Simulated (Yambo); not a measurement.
Yambo run on AlPO4 (space group I-4, No. 82). The wavefunctions are PBEsol (pw.x of Quantum ESPRESSO, ONCV potentials, scalar-relativistic) ones on a 4×4×4 mesh (16 occupied bands); a = 5.120 Å, b = 5.120 Å, c = 5.120 Å, α = 121.28°, β = 121.28°, γ = 87.80°.

Yambo input:

```
rim_cut
gw0
dyson
el_el_corr
HF_and_locXC
cohsex
em1s
RandQpts= 1000000
RandGvec= 1 Ry
EXXRLvcs= 84 Ry
VXCRLvcs= 336 Ry
Chimod= "HARTREE"
% BndsRnXs
 1 | 133 |
%
NGsBlkXs= 7 Ry
% LongDrXs
 1.0 | 1.0 | 1.0 |
%
ExtendOut
% QPkrange
 1 | 1 | 16 | 17 |
%
```

k points by index: 1 = Γ.

The o-*.qp file then holds:

```
#    K-point    Band    Eo [eV]    E [eV]    E-Eo [eV]    Vxc [eV]    Vnlxc [eV]    Sc|Eo [eV]    Re(Z)    Im(Z)
#
    1    16    0.000000    -3.767623    -3.767623    -19.60013    -25.67965    2.311899    1.000000    0.000000
    1    17    5.869970    6.295600    0.425630    -9.173349    -5.194172    -3.553547    1.000000    0.000000
```
(The two width columns are left out.) Convergence of these settings isn't established.

Geometry of the Materials Project entry, not relaxed at this level.
